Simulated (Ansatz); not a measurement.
One stationary structure of CdSe. Calculation: r2SCAN (plane waves to 500 eV, PAW, scalar-relativistic; Ansatz, a first-principles code).

```cif
data_CdSe
_chemical_formula_sum 'Cd1 Se1'
_space_group_name_H-M_alt 'P 1'
_space_group_IT_number 1
_cell_length_a 4.02099
_cell_length_b 4.02099
_cell_length_c 4.02099
_cell_angle_alpha 60.000
_cell_angle_beta 60.000
_cell_angle_gamma 60.000
loop_
_space_group_symop_operation_xyz
  'x, y, z'
loop_
_atom_site_label
_atom_site_type_symbol
_atom_site_fract_x
_atom_site_fract_y
_atom_site_fract_z
_atom_site_occupancy
Cd1 Cd 0.50000 0.50000 0.50000 1
Se1 Se 0.00000 0.00000 0.00000 1
```

Question: Find the space group and the Wyckoff positions (tolerance 0.01 Å).

Answer: Space group Fm-3m (No. 225); a = b = c = 5.687 Å, α = β = γ = 90.00°

| atom | site | symmetry | x | y | z |
|---|---|---|---|---|---|
| Cd | 4b | m-3m | 0.5000 | 0.5000 | 0.5000 |
| Se | 4a | m-3m | 0.0000 | 0.0000 | 0.0000 |

This is the rock salt type.

Question: Give the shortest distances between elements (the closest pairs, up to four, under 3.6 Å).

Answer: Cd–Se 2.84 Å.

* **Volume per atom**: 22.99 Å³
* **Band gap**: no clear gap: the sampled points leave 0.02 eV away from the symmetry points, which may be a band crossing missed between them
* **Smallest direct gap**: 1.52 eV at Γ

No spin polarisation in the result.

The run could not lose the symmetry of its start.

The relaxed structure has the type that CdSe is known to take under pressure; here it was relaxed at zero pressure, from a generated start.
